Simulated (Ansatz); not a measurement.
# As: computed property card

As:
Space group I4₁32 (No. 214); a = b = c = 6.9033 Å, α = β = γ = 90.00°

```tsv
atom	site	symmetry	x	y	z
As	8a	.32	0.1250	0.1250	0.1250
```
(The calculation used a cell of 4 atoms; values per cell refer to that cell.)

Space group I4_132 (No. 214); conventional cell a = 6.9033 Å, b = 6.9033 Å, c = 6.9033 Å, α = 90.00°, β = 90.00°, γ = 90.00°.

Method: plane-wave PAW r²SCAN (Ansatz code). Structure relaxed to zero pressure with the same functional. Other levels are named where they apply.

Cell and energy:

- Volume per atom: 41.12 Å³
- Density: 3.03 g/cm³

Electronic structure:

- Electronic character = metallic (no gap)
- Density of states at the Fermi level = 0.60 states/eV per atom (mean over ±0.08 eV)
- Gap with spin–orbit coupling = none (metallic)

Mechanics:

- Bulk modulus (Birch–Murnaghan fit): 31.3 GPa
- Pressure derivative B′: 2.9
- Elastic constants (relaxed ions, GPa): C11 = 29.3, C12 = 32.8, C44 = 0.7
- Mechanical stability: unstable (C has a negative eigenvalue)

The start of the workflow was typed in or built on a structure type; neither database checked (COD, Materials Project) lists it. It is not the phase usual at ambient conditions (space group No. 166). Symmetry was held in the r²SCAN relaxation. The volume moved by 53 % from the start of the relaxation. As this level gives no gap, shear constants depend on the k-mesh and smearing (Fermi–Dirac, 0.1 eV here). Scalar-relativistic: spin–orbit coupling is off unless named, which matters more the heavier the elements.

Potentials: the later of the program's two PAW sets.
